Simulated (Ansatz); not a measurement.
The relaxed structure here is a generated cell of SiS2: the first start was made by a random draw of sites in a space group, and the end was not matched to a known phase here, so it may be hypothetical.

The end point of a relaxation of SiS$_{2}$. Space group I4₁md (No. 109). The numbers are results of r2SCAN (plane waves to 500 eV, PAW, scalar-relativistic; Ansatz, an electronic-structure program), not measurements.

Space group I4₁md (No. 109); a = 6.8165 Å, b = 6.8165 Å, c = 9.2980 Å, α = 90.00°, β = 90.00°, γ = 90.00°

```
atom  site  symmetry       x       y       z
----  ----  --------  ------  ------  ------
S       8b       .m.  0.0000  0.2071  0.1649
Si      4a      2mm.  0.0000  0.0000  0.9809
```
(The calculation used a cell of 6 atoms; values per cell refer to that cell.)

```json
{
  "volume_per_atom": "36.00 Å³",
  "band_gap": "0.75 eV, direct at Γ (no spin-orbit coupling)",
  "shortest_distances": "S–Si 2.09 Å; S–S 2.82 Å",
  "k-mesh": "7×7×7"
}
```

Band energies at high-symmetry points (eV from the VBM; labels of this space group; no spin-orbit coupling), from −5 eV up to 4.5 eV:

```csv
point,energies
Γ,-3.06 -2.92 -2.34 -1.73 -1.73 -0.40 -0.40 0.00 0.75 1.83 2.73 2.73 3.47
X,-2.97 -2.97 -2.73 -2.73 -1.88 -1.88 -0.65 -0.65 2.84 2.84
P,-3.10 -3.10 -2.55 -2.55 -1.70 -1.70 -0.95 -0.95 3.12 3.12
N,-3.24 -2.73 -2.57 -2.16 -2.00 -1.32 -1.13 -0.16 1.37 3.02 4.09 4.31
M,-4.86 -4.86 -3.30 -3.30 -2.50 -2.50 -1.38 -1.38 -1.02 -1.02 2.23 2.23
S,-4.93 -3.30 -3.10 -2.49 -2.31 -1.61 -1.49 -1.27 -0.84 2.13 3.14 4.12 4.20
S0,-4.93 -3.30 -3.10 -2.49 -2.31 -1.61 -1.49 -1.27 -0.84 2.13 3.14 4.12 4.20
R,-3.16 -3.16 -2.39 -2.39 -1.70 -1.70 -1.05 -1.05 2.96 2.96 4.09 4.09
```

No spin polarisation in the result.

The run could not lose the symmetry of its start, so the end can be a saddle point.
